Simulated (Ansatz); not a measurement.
**WS2 with Ta replacing W: which input changes reach the field gradients?**

Cell: a supercell of WS2 (space group P6_3/mmc) built from a structure deposited in the COD (the entry's cell lengths or inner coordinates differ somewhat from later room-temperature determinations), with all atoms left at the host's positions.

Space group P-6m2 (No. 187); a = 6.3600, c = 12.5000 Å, γ = 120.00°.

```csv
site,Wyckoff,site symmetry,x,y,z
Ta,1a,-6m2,0.0000,0.0000,0.0000
W2,3j,mm2,0.0000,0.5000,0.0000
W5,3k,mm2,0.1667,0.8333,0.5000
W8,1f,-6m2,0.6667,0.3333,0.5000
S9,2g,3m.,0.0000,0.0000,0.3750
S10,6n,.m.,0.0000,0.5000,0.3750
S13,6n,.m.,0.1667,0.8333,0.8750
S16,2i,3m.,0.6667,0.3333,0.8750
```

One atom of each set is listed.

Reference run. Computed with Ansatz: DFT, PBE, plane waves and PAW, scalar-relativistic, 420 eV cutoff, Γ-centred 4×4×2 k-points, Fermi–Dirac smearing 0.01 eV, cell charge +1.

It gives V_zz (10²¹ V/m²) Ta -19.45 (η 0.00), W2 -17.24 (η 0.45), S13 -4.93 (η 0.61), among others. Each of these runs changes the input as listed (caps on SCF iterations aside):

A. scf.mixing.algorithm: not typed → broyden; scf.mixing.beta: not typed → 0.7; basis.ecutwfc: not typed → 40.4 Ry
B. hamiltonian.pseudopotentials: pseudopotentials → Pseudopotentials

Question: How does each run end, and how far do the gradients move?

Answer: 

```json
{"run": "A", "Ta V_zz (η)": "-19.45 (0.00)", "W2 V_zz (η)": "-17.23 (0.45)", "S13 V_zz (η)": "-4.93 (0.61)", "largest change of a gradient tensor, all atoms": "0.01", "note": "converged"}
{"run": "B", "Ta V_zz (η)": "–", "W2 V_zz (η)": "–", "S13 V_zz (η)": "–", "largest change of a gradient tensor, all atoms": "–", "note": "refused: unknown field `Pseudopotentials`"}
```

Run A, the only one that finished, moves no gradient tensor by more than 0.01. Run B holds a misspelt key.

On the reference run: The run isn't spin-polarised, and a state with spin may lie lower. The defect repeats with the cell of 24 atoms, so it feels its images: sites between two images don't show the values beside a lone defect, and zeros or small values of η there can come from the images' arrangement. S and W carry a gradient in the pure host already, so the values there aren't the defect's effect alone. A uniform background compensates the cell's charge. The defect cell has no gap above 0.1 eV on its mesh, so the values can hang on the smearing and the k-mesh. Without spin–orbit coupling the gradients at and beside Ta and W can be off by some per cent, at some sites by more. With these PAW files V_zz is typically within 2 to 3 % of all-electron values, but misses above 10 % occur on Ta. The neighbours have not yet relaxed around the defect (largest force 0.53 eV/Å), so a real crystal will differ.
